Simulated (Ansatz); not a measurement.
**CaIr2: do energies and stresses tell the same story?**

These are results of DFT PBEsol, scalar-relativistic, plane waves, PAW (Ansatz), not measurements.

Settings: cutoff 420 eV, Γ-centred mesh 8×8×8 on the computed 6-atom cell, Gaussian smearing of 0.10 eV; no spin polarisation.

Relaxed cell: Fd-3m, a = 7.485 Å, b = 7.485 Å, c = 7.485 Å, α = 90.00°, β = 90.00°, γ = 90.00°, 6 atoms in the primitive cell. Whether it is the stable form of this composition wasn't checked.

Energies at zero smearing and pressures from the stress tensor, at volumes with shape and atoms relaxed:
```tsv
V (Å³/atom)	E − E(first) (meV/atom)	P (GPa)
15.374	0.00	31.98
15.898	-87.42	21.83
16.422	-144.33	13.29
16.946	-175.56	6.09
17.470	-185.14	0.02
17.995	-176.49	-5.08
18.519	-152.51	-9.38
19.217	-100.84	-14.06
```

Question: Check P = −dE/dV between neighbouring volumes, and get the bulk modulus from the pressures alone.

Answer: With 1 eV/Å³ = 160.2 GPa:
| middle V (Å³/atom) | −ΔE/ΔV (GPa) | mean P (GPa) |
| --- | --- | --- |
| 15.636 | 26.724 | 26.909 |
| 16.160 | 17.398 | 17.562 |
| 16.684 | 9.546 | 9.689 |
| 17.208 | 2.930 | 3.055 |
| 17.732 | -2.644 | -2.531 |
| 18.257 | -7.332 | -7.233 |
| 18.868 | -11.845 | -11.718 |

The two differ by 0.19 GPa at most. The mean of two end pressures misses the average over a step by about ΔV² P″/12, up to 0.14 GPa here; with that taken off 0.04 GPa remains. The stress is the derivative of the free energy, not of the energy at zero smearing, and with free energies 0.00 GPa remains. Around V = 17.470 Å³/atom, the two neighbours give B = −V ΔP/ΔV = 17.470 × 11.17 / 1.048 = 186.2 GPa, against B0 = 185.1 GPa from the Birch–Murnaghan fit of the energies.

Spin–orbit coupling is left out, which can shift energies with elements as heavy as these.

Cost: 9 runs of about 1.6 core-minutes in all, on Intel Xeon 6975P-C (Granite Rapids) (shared hosts).